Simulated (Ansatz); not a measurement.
This cell of Zr (hcp, Mg type) is off equilibrium:

```
CELL_PARAMETERS angstrom
      3.24591     0.00000     0.00000
     -1.62295     2.81104     0.00000
      0.00000     0.00000     5.15116
ATOMIC_POSITIONS crystal
  Zr 0.33333 0.66667 0.75000
  Zr 0.66667 0.33333 0.21273
```

These are r2SCAN (plane waves to 500 eV, PAW, scalar-relativistic; Ansatz, a first-principles code) values and carry that method's errors. k mesh 13×13×7 (Γ-centred), Fermi-Dirac smearing 0.05 eV. The energy includes the smearing's −TS. Stress and pressure are positive under compression. With partly filled bands, energies and forces of such displacements shift with the k mesh and the smearing. The PAW data are Ansatz's earlier set. Zr is run without spin polarisation. Zr was relaxed with its symmetry unable to fall.

Question: What forces act on the atoms (eV/Å, Cartesian)?

Answer: 
| atom | Fx | Fy | Fz |
|---|---|---|---|
| Zr1 | 0.000 | 0.000 | -0.969 |
| Zr2 | 0.000 | 0.000 | 0.969 |

Question: In it atom 2 sits (0.000, 0.000, -0.192) Å away from its relaxed site. What is its energy relative to the relaxed cell?

Answer: 81 meV/cell.

(A displaced cell: forces are minus the slopes of the energy, force constants its curvatures, and phonons follow from these.)
